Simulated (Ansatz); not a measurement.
K2LiRhF6:
Space group Fm-3m (No. 225); a = 8.020 Å, b = 8.020 Å, c = 8.020 Å, α = 90.00°, β = 90.00°, γ = 90.00°

| atom | site | symmetry | x | y | z |
|---|---|---|---|---|---|
| K | 8c | -43m | 0.2500 | 0.2500 | 0.2500 |
| Li | 4b | m-3m | 0.5000 | 0.5000 | 0.5000 |
| Rh | 4a | m-3m | 0.0000 | 0.0000 | 0.0000 |
| F | 24e | 4m.m | 0.0000 | 0.0000 | 0.2473 |
(The calculation used a cell of 10 atoms; values per cell refer to that cell.)

Relaxed with r²SCAN.

### Question
Which orbitals make up the states near the band edges in r²SCAN in the plane-wave PAW code Ansatz?

### Answer
Top 1 eV of the valence band: Rh 4d 72 %, F 2p 26 %. Bottom 1 eV of the conduction band: Rh 4d 66 %, F 2p 29 %. Projections are on Löwdin-orthogonalised atomic valence shells; empty p or d shells of many metals are not among them.

### Question
Tabulate the density of states.

### Answer
States/eV per cell of 10 atoms, in 0.25 eV bins, energy from the valence-band maximum.

```tsv
E (eV)	total	F 2p	Rh 4d	K 4s
-7.85	0.00	0.00	0.00	0.00
-7.60	0.00	0.00	0.00	0.00
-7.35	0.00	0.00	0.00	0.00
-7.10	0.00	0.00	0.00	0.00
-6.85	0.00	0.00	0.00	0.00
-6.60	0.00	0.00	0.00	0.00
-6.35	2.96	2.11	0.70	0.00
-6.10	7.59	5.56	1.73	0.00
-5.85	8.79	6.78	1.61	0.01
-5.60	3.75	3.21	0.27	0.01
-5.35	4.19	3.26	0.75	0.05
-5.10	11.55	8.83	2.33	0.09
-4.85	17.54	14.21	2.89	0.03
-4.60	6.69	6.34	0.17	0.01
-4.35	8.94	8.63	0.06	0.02
-4.10	1.54	1.43	0.02	0.06
-3.85	10.93	10.47	0.10	0.15
-3.60	15.82	15.38	0.13	0.07
-3.35	21.73	21.37	0.10	0.04
-3.10	15.47	15.32	0.04	0.01
-2.85	6.51	6.49	0.00	0.00
-2.60	0.00	0.00	0.00	0.00
-2.35	0.00	0.00	0.00	0.00
-2.10	0.00	0.00	0.00	0.00
-1.85	0.00	0.00	0.00	0.00
-1.60	0.00	0.00	0.00	0.00
-1.35	0.00	0.00	0.00	0.00
-1.10	0.00	0.00	0.00	0.00
-0.85	0.00	0.00	0.00	0.00
-0.60	0.00	0.00	0.00	0.00
-0.35	4.30	1.02	3.21	0.03
-0.10	19.70	5.29	14.17	0.06
0.15	0.00	0.00	0.00	0.00
0.40	0.00	0.00	0.00	0.00
0.65	0.00	0.00	0.00	0.00
0.90	0.00	0.00	0.00	0.00
1.15	0.00	0.00	0.00	0.00
1.40	0.00	0.00	0.00	0.00
1.65	0.00	0.00	0.00	0.00
1.90	0.00	0.00	0.00	0.00
2.15	0.00	0.00	0.00	0.00
2.40	0.00	0.00	0.00	0.00
2.65	4.93	1.29	3.32	0.00
2.90	10.07	3.01	6.63	0.00
3.15	1.00	0.32	0.65	0.00
3.40	0.00	0.00	0.00	0.00
3.65	0.00	0.00	0.00	0.00
3.90	0.00	0.00	0.00	0.00
4.15	0.00	0.00	0.00	0.00
4.40	0.00	0.00	0.00	0.00
4.65	0.00	0.00	0.00	0.00
4.90	0.00	0.00	0.00	0.00
5.15	0.00	0.00	0.00	0.00
5.40	0.00	0.00	0.00	0.00
5.65	0.00	0.00	0.00	0.00
5.90	0.01	0.00	0.00	0.01
6.15	0.17	0.00	0.00	0.09
6.40	0.29	0.01	0.00	0.15
6.65	0.39	0.01	0.00	0.20
6.90	0.50	0.02	0.00	0.26
7.15	0.61	0.03	0.00	0.32
7.40	0.75	0.04	0.00	0.40
```

The first step of the workflow began from a Materials Project structure, measured or hypothetical; the Crystallography Open Database copy checked does not list it. Whether it is the stable phase at ambient conditions was not checked. The cell was relaxed with r²SCAN under the symmetry of its start; its stability against distortions is not shown here. The run is not spin-polarised. Spin–orbit coupling is left out wherever it is not named.

Potentials: the later of the program's two PAW sets.
